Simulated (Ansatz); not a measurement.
**Time and memory for SnC2S2N2**

```yaml
crystal:
  lattice:
    - [4.8792, 0.0, 0.0]
    - [-0.31894, 5.66042, 0.0]
    - [-1.29691, -1.90906, 9.91955]
  atoms:
    - { symbol: Sn, position: [0.677283615, 0.1911875381, 0.2430299158] }
    - { symbol: Sn, position: [0.322716385, 0.8088124619, 0.7569700842] }
    - { symbol: C, position: [0.3103477963, 0.6018336804, 0.1253354728] }
    - { symbol: C, position: [0.6896522037, 0.3981663196, 0.8746645272] }
    - { symbol: C, position: [0.299017496, 0.2495458309, 0.5025288994] }
    - { symbol: C, position: [0.700982504, 0.7504541691, 0.4974711006] }
    - { symbol: S, position: [0.2356840406, 0.8641607952, 0.0934077586] }
    - { symbol: S, position: [0.7643159594, 0.1358392048, 0.9065922414] }
    - { symbol: S, position: [0.1239718169, 0.2809383524, 0.6290780972] }
    - { symbol: S, position: [0.8760281831, 0.7190616476, 0.3709219028] }
    - { symbol: "N", position: [0.3539641085, 0.4088072785, 0.1474539489] }
    - { symbol: "N", position: [0.6460358915, 0.5911927215, 0.8525460511] }
    - { symbol: "N", position: [0.4176115909, 0.2233394249, 0.4075059353] }
    - { symbol: "N", position: [0.5823884091, 0.7766605751, 0.5924940647] }
kpoints:
  mp_grid: { grid: [6, 5, 3] }
scf:
  occupations: { method: fermi_dirac, width: 0.02 }
hamiltonian:
  xc: r2scan
  pseudopotentials: { kind: paw }
output:
  forces: true
  stress: true
  populations: true
  efg:
    quadrupole_moments_barn: { Sn: -0.132, S: -0.0694, "N": 0.02044 }
    contact_densities: true
```

The quadrupole moment typed for Sn is that of the 23.9 keV Mössbauer state of ¹¹⁹Sn; the ground state has I = 1/2 and no quadrupole moment.

```sh
ansatz run input.yaml --threads 1 --pin off --max-ram 3072MiB --backend cpu --events-out ev --progress --plain --runs-dir out
```

It runs on 1 thread of Arm Neoverse V2 (aarch64; 8 cores open to the job, memory cap 3.0 GiB, no GPU), a shared host with a load of 0.2 a core.

(1) Estimate the wall time and the peak memory.

## Answers

(1) About 1.8 min of wall time (1.8 min of CPU time) and 1.3 GiB. The run holds 88 valence electrons in 58 bands, about 6945 plane waves a k-point and 46 irreducible k-points, and took 9 SCF iterations. Times on a shared host vary by tens of per cent.
